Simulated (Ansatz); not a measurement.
## What settings do to one calculation: chalcopyrite alloy of ZnSiP2 and CdSiP2 (2 of 4 Zn sites exchanged), 16 atoms with displaced atoms

Ansatz (PAW, plane waves), atoms fixed. The base input:

```yaml
crystal:
  lattice:
    - [5.480976, -0.000028, -0.000010]
    - [-0.000028, 5.480976, -0.000010]
    - [-0.000019, -0.000019, 10.469579]
  atoms:
    - { symbol: Zn, position: [0.997281, 0.995063, 0.000381] }
    - { symbol: Zn, position: [0.000219, 0.501934, 0.251487] }
    - { symbol: Si, position: [0.000809, 0.003610, 0.496049] }
    - { symbol: Si, position: [0.490875, 0.997550, 0.250932] }
    - { symbol: Si, position: [0.502611, 0.503841, 0.001353] }
    - { symbol: Si, position: [0.999617, 0.501559, 0.749231] }
    - { symbol: P, position: [0.279287, 0.249730, 0.124867] }
    - { symbol: P, position: [0.223122, 0.250955, 0.625280] }
    - { symbol: P, position: [0.727020, 0.745840, 0.122467] }
    - { symbol: P, position: [0.751263, 0.226729, 0.375228] }
    - { symbol: P, position: [0.253310, 0.779690, 0.368631] }
    - { symbol: P, position: [0.255101, 0.721408, 0.875451] }
    - { symbol: P, position: [0.781683, 0.755886, 0.623891] }
    - { symbol: P, position: [0.753493, 0.281040, 0.874831] }
    - { symbol: Cd, position: [0.497220, 0.998094, 0.753279] }
    - { symbol: Cd, position: [0.502477, 0.494855, 0.498859] }
kpoints:
  mp_grid: { grid: [2, 2, 2], shift: [0.5, 0.5, 0.5] }
hamiltonian:
  xc: pbesol
scf:
  occupations: { method: fermi_dirac, width: 0.01 }
output:
  forces: true
  eigenvalues: true
  stress: true
  populations: true
```

Command:

```sh
ansatz run in.yaml --threads 8 --pin off --max-ram 13300MiB --runs-dir r --events-out ev --progress --plain
```

It converged in 9 iterations and 3.1 s of wall time on 8 threads of an EPYC 7R43 processor, on a host shared with other runs; peak host memory 0.89 GiB; largest force component 1.34 eV/Å, pressure 1.42 GPa. The cutoff was the default, 420 eV. The base isn't a converged reference: it has few k points, and its atoms are unrelaxed. Each run below changes the keys shown and caps the iterations.

| run | changed | ending | iterations | free energy less the base (meV per atom) | rms change of forces (eV/Å) | change of pressure (GPa) | wall time (s, shared host) |
| --- | --- | --- | --- | --- | --- | --- | --- |
| 1 | max_iter 14 | converged | 9 | 0.0 | 0.000 | 0.00 | 2 CPU |
| 2 | occupations cold, dr2_threshold 0.001, ecutwfc 350 eV, max_iter 90 | converged | 4 | 6.2 | 0.003 | 0.05 | 1.4 CPU |
| 3 | mixing beta 0.2, ecutrho_ratio 3, max_iter 50 | converged | 9 | 0.0 | 0.000 | 0.00 | 2 CPU |
| 4 | xc_grid 1 (2 is the default), max_iter 60 | converged | 9 | 0.0 | 0.000 | 0.00 | 3.2 CPU |
| 5 | xc_grid 3 (2 is the default), max_iter 100 | converged | 9 | 0.0 | 0.000 | 0.00 | 2.3 CPU |
| 6 | ecutwfc 240 eV, max_iter 100 | converged | 9 | 642.0 | 0.058 | 0.37 | 1.6 CPU |

Q: Which changes leave the result alone, and which of the same physical model moves the forces most?

A: The forces move by under 0.002 eV/Å in runs 1, 3, 4, 5. Run 6 (ecutwfc 240 eV, max_iter 100) moves them most among the runs with the same functional, charge and dispersion term, by 0.058 eV/Å.
